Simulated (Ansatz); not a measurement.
Given:

Cu(IrS₂)₂ (spinel)

```
CELL_PARAMETERS angstrom
      0.00000     4.89129     4.89129
      4.89129     0.00000     4.89129
      4.89129     4.89129     0.00000
ATOMIC_POSITIONS crystal
  Cu 0.25000 0.25000 0.25000
  Cu 0.00000 0.00000 0.00000
  Ir 0.62500 0.62500 0.12500
  Ir 0.62500 0.12500 0.62500
  Ir 0.62500 0.62500 0.62500
  Ir 0.12500 0.62500 0.62500
  S  0.38472 0.84583 0.38472
  S  0.86528 0.86528 0.86528
  S  0.84583 0.38472 0.38472
  S  0.86528 0.86528 0.40417
  S  0.38472 0.38472 0.84583
  S  0.40417 0.86528 0.86528
  S  0.38472 0.38472 0.38472
  S  0.86528 0.40417 0.86528
```

The volume is varied about the relaxed value V₀ at fixed cell shape. The atoms relax within the cell's symmetry.

Level of theory: PBEsol (plane waves to 420 eV, PAW, scalar-relativistic; Ansatz, a program for electronic structure). k mesh 7×7×7 (Γ-centred), Fermi-Dirac smearing 0.05 eV. E stands for the smeared free energy. Compression counts positive. Cu(IrS2)2 is run without spin polarisation. Cu(IrS2)2 was relaxed with its symmetry unable to fall. Spin-orbit coupling is left out, though Ir is heavy. The zero of ΔE is the relaxed starting cell.

The scan covers V/V₀ from 0.940 to 1.060 in 13 points.

Question: What bulk modulus B₀ follows from a third-order Birch-Murnaghan fit?

Answer: 129 GPa.

Question: What is the fitted pressure derivative B₀′?

Answer: 5.5.

(Under strain, the slope of the energy per volume gives the stress and its curvature an elastic modulus.)
